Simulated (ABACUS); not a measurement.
Consider a self-consistent single point of Se (R-3, 6 atoms in the cell; from Materials Project mp-147, changed as shown).

```
Se
1.0
    5.80199     3.34978     1.65501
   -5.80199     3.34978     1.65501
    0.00000    -6.69956     1.65501
Se
6
Direct
  0.84914   0.72591   0.09273
  0.15086   0.27409   0.90727
  0.09273   0.84914   0.72591
  0.90727   0.15086   0.27409
  0.72591   0.09273   0.84914
  0.27409   0.90727   0.15086
```

Level of theory: PBEsol, PseudoDojo 0.4 standard norm-conserving PBEsol (tails mended) pseudopotentials (plane waves; ABACUS).

ABACUS settings:

KPT: MP 3 3 3 0 0 0
basis_type: pw
ecutwfc: 86 Ry
smearing_method: fixed
potentials: PseudoDojo 0.4 standard norm-conserving PBEsol (tails mended)
symmetry: 1
ks_solver: cg
scf_nmax: 100
scf_thr: 1.0e-09 Ry
mixing_type: broyden
mixing_beta: 0.7

Task: Estimate, at this level of theory: pressure and largest force (vector length).

Result: The run gave:

```
Property                            Value
-----------------------------  ----------
Pressure                        -3.78 GPa
Largest force (vector length)  0.607 eV/Å
```

For comparison: a first run was changed to give this one (volume scaled by 1.06), and from it to this one the free energy rises by 31.2 meV/atom, the pressure goes from -1.60 to -3.78 GPa and the largest force goes from 0.111 to 0.607 eV/Å.

The structure comes from a collection of computed structures, made at another level of theory; the collection holds predicted forms beside known ones. Its lattice was then scaled.

Cost on one core: very roughly 6 core-minutes.

“Tails mended”: in these copies of the files the far tail of each local potential was reset to the Coulomb form.
